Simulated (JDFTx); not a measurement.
Reference run:

System: W(100) (Im-3m bulk; lattice of mp-91, not re-optimised at this level), 1x1 cell of 5 atoms in 5 planes, area 10.05 Å² a face, 6.3 Å between the outermost planes in a cell 22.3 Å high; k mesh 8×8×1, Fermi width 0.01 Ha, no spin polarisation.

Reference level: PBE, GBRV ultrasoft potentials, plane waves to 20/100 Ha, in a modified build of JDFTx. Unrelaxed; liquid: CANDLE, water, 1 M NaF. The electron chemical potential μ is absolute (zero in the bulk liquid) and is turned into a potential by U = −μ/e − 4.44 V vs SHE, a convention. At negative charge CANDLE's numbers also depend on the cell height, by up to tenths of a volt.

```tsv
cell height	work function (eV)	U_pzc (V)	mean C above U_pzc (μF/cm²)	k states × plane waves	cycles, vacuum run	rough core time, vacuum run
14.3 Å	4.26	-0.66	31 over 0.5 V	15 × 4145	15	4 min
16.3 Å	4.26	-0.66	31 over 0.5 V	15 × 4722	16	5 min
18.3 Å	4.26	-0.66	31 over 0.5 V	15 × 5304	17	6 min
22.3 Å	4.26	-0.66	31 over 0.5 V	15 × 6463	21	8 min
30.3 Å	4.26	-0.66	31 over 0.5 V	15 × 8778	25	5 min
38.3 Å	4.27	-0.66	–	15 × 11096	31	8 min
```

The work function stays within 0.01 eV over all these settings; capacitances repeat to about ±0.2 μF/cm². Core times come from shared machines and are rough, one run each.
